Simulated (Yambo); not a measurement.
SrClF (space group P4/nmm, No. 129): a test of whether the lowest BSE state is resolved, against the k mesh (Yambo, PBEsol bands; otherwise 12 valence and 8 conduction bands, static screening with 67 bands and a 3 Ry block, scissor 2.98 eV, Tamm-Dancoff).

```
k mesh  direct gap (eV)  lowest state (eV)  difference (eV)  k points taking part  rough cost
------  ---------------  -----------------  ---------------  --------------------  ----------
4×4×2              8.76               7.83             0.92                   1.4  about 1/10
4×4×4              8.76               7.90             0.86                   2.8   about 1/4
6×6×4              8.76               8.02             0.74                   5.1           1
```

The last step moves the difference by 0.12 eV. Even the densest mesh doesn't resolve the state: none of these energies is a result, and the difference is no binding energy.

These are vertical excitations (zero momentum). The scissor comes from a G0W0 run whose convergence isn't established; costs are rough.

Geometry of the Materials Project entry, not relaxed at this level; primitive cell a = b = 4.1296 Å, c = 6.9766 Å, α = β = γ = 90.00°.
